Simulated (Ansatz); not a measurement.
Molecular dynamics on a 2×2×1 supercell (16 atoms) of MgCdS2 (ordering on rocksalt), relaxed with r2SCAN. Forces come from r2SCAN in the plane-wave code Ansatz: a Langevin thermostat at fixed volume, 1700 K, steps of 1 fs. Computed, non-magnetic; the trajectory is short and the cell small, so nothing here is a converged average. The structure comes from a prototype and may be hypothetical.

```yaml
crystal:
  lattice:
    - [7.5660285342, 0.0, 0.0]
    - [0.0, 7.5660285342, 0.0]
    - [0.0, 0.0, 5.3524469486]
  atoms:
    - { symbol: Mg, position: [0.0, 0.0, 0.0] }
    - { symbol: S, position: [0.0, 0.0, 0.5] }
    - { symbol: Cd, position: [0.25, 0.25, 0.5] }
    - { symbol: S, position: [0.25, 0.25, 0.0] }
    - { symbol: Mg, position: [0.0, 0.5, 0.0] }
    - { symbol: S, position: [0.0, 0.5, 0.5] }
    - { symbol: Cd, position: [0.25, 0.75, 0.5] }
    - { symbol: S, position: [0.25, 0.75, 0.0] }
    - { symbol: Mg, position: [0.5, 0.0, 0.0] }
    - { symbol: S, position: [0.5, 0.0, 0.5] }
    - { symbol: Cd, position: [0.75, 0.25, 0.5] }
    - { symbol: S, position: [0.75, 0.25, 0.0] }
    - { symbol: Mg, position: [0.5, 0.5, 0.0] }
    - { symbol: S, position: [0.5, 0.5, 0.5] }
    - { symbol: Cd, position: [0.75, 0.75, 0.5] }
    - { symbol: S, position: [0.75, 0.75, 0.0] }
kpoints:
  mp_grid: { grid: [2, 2, 2] }
hamiltonian:
  xc: r2scan
scf:
  occupations: { method: fermi_dirac, width: 0.146 }
md:
  ensemble: nvt_langevin
  temperature: 1700
  timestep: 1.0
  n_steps: 40
  initial_velocities: maxwell_boltzmann
  seed: 5659
```

Run as `ansatz run input.yaml --threads 4 --pin off --max-ram 3686MiB --backend cpu --events-out ev --progress --plain --runs-dir out`. Wall time 5.3 min on 4 threads of Arm Neoverse V1, on a shared host; peak host memory 1.8 GiB.

```
step  t (fs)  T (K)  free energy F from step 0 (meV/atom)  kinetic energy (meV/atom)  largest force (eV/Å)
   0       0   1594                                   0.0                      206.0                  0.00
   1       1   1698                                   0.2                      219.5                  0.09
   2       2   1703                                   0.9                      220.1                  0.18
   3       3   1678                                   2.0                      217.0                  0.27
   4       4   1780                                   3.6                      230.1                  0.36
   5       5   1654                                   5.7                      213.8                  0.45
   6       6   1736                                   8.2                      224.4                  0.54
   7       7   1699                                  11.2                      219.6                  0.62
   8       8   1662                                  14.7                      214.8                  0.70
   9       9   1707                                  18.7                      220.7                  0.79
  10      10   1580                                  23.2                      204.2                  0.88
  11      11   1537                                  28.1                      198.7                  0.97
  12      12   1502                                  33.3                      194.1                  1.06
  13      13   1429                                  38.6                      184.7                  1.14
  14      14   1305                                  44.0                      168.7                  1.23
  15      15   1315                                  49.6                      170.0                  1.31
  16      16   1377                                  55.7                      178.1                  1.38
  17      17   1430                                  62.2                      184.9                  1.46
  18      18   1360                                  69.1                      175.7                  1.53
  19      19   1396                                  75.9                      180.5                  1.59
  20      20   1440                                  82.9                      186.1                  1.65
  21      21   1434                                  90.3                      185.3                  1.72
  22      22   1308                                  97.8                      169.0                  1.78
  23      23   1194                                 104.6                      154.3                  1.86
  24      24   1177                                 111.0                      152.2                  1.94
  25      25   1136                                 117.3                      146.8                  2.03
  26      26   1107                                 123.5                      143.1                  2.11
  27      27    950                                 129.3                      122.8                  2.16
  28      28   1049                                 134.9                      135.6                  2.21
  29      29    950                                 139.9                      122.8                  2.25
  30      30    906                                 144.1                      117.1                  2.31
  31      31    889                                 147.5                      115.0                  2.36
  32      32    842                                 150.0                      108.9                  2.40
  33      33    827                                 151.9                      106.9                  2.44
  34      34    830                                 153.3                      107.3                  2.48
  35      35    810                                 154.6                      104.7                  2.51
  36      36    816                                 155.7                      105.5                  2.54
  37      37    853                                 156.4                      110.3                  2.57
  38      38    794                                 157.2                      102.6                  2.59
  39      39    707                                 157.9                       91.4                  2.61
  40      40    694                                 158.3                       89.8                  2.63
```

The temperature goes from 1594 K to 694 K in 40 fs. The thermostat hasn't had time to restore it. The atoms start on their lattice sites with kinetic energy alone, so much of it first passes into potential energy. By the last step the atoms have moved 0.30 Å in the root mean square, the drift of the whole cell taken out, 0.54 Å at most.

Positions (Å) and forces (eV/Å) at step 40:
```
Mg   0.288   0.237   0.286    -0.928  -0.533  -0.333
S    0.074   0.005   2.947     0.071   0.118  -0.801
Cd   1.838   1.784   2.690     0.989   0.164   0.184
S    2.093   2.026   0.036    -0.823  -0.866  -0.030
Mg   0.172   3.462   0.075    -1.162   1.084  -0.632
S    0.007   3.716   2.497     0.617   0.134   0.478
Cd   1.948   5.653   2.368     0.090   0.301   1.088
S    1.553   5.737  -0.046     1.361  -0.163  -0.777
Mg   3.754  -0.205  -0.099     0.699   0.329  -0.290
S    4.063  -0.022   2.361    -0.815   0.116   0.788
Cd   5.753   2.065   2.650    -0.734  -1.081  -0.513
S    5.260   2.130  -0.247     1.971  -1.189   1.267
Mg   3.748   3.973  -0.082     0.153   0.475   0.548
S    3.726   3.874   2.849    -1.039  -0.181  -1.142
Cd   5.697   5.461   2.733     0.199   0.909  -0.335
S    5.773   5.633  -0.063    -0.650   0.383   0.500
```
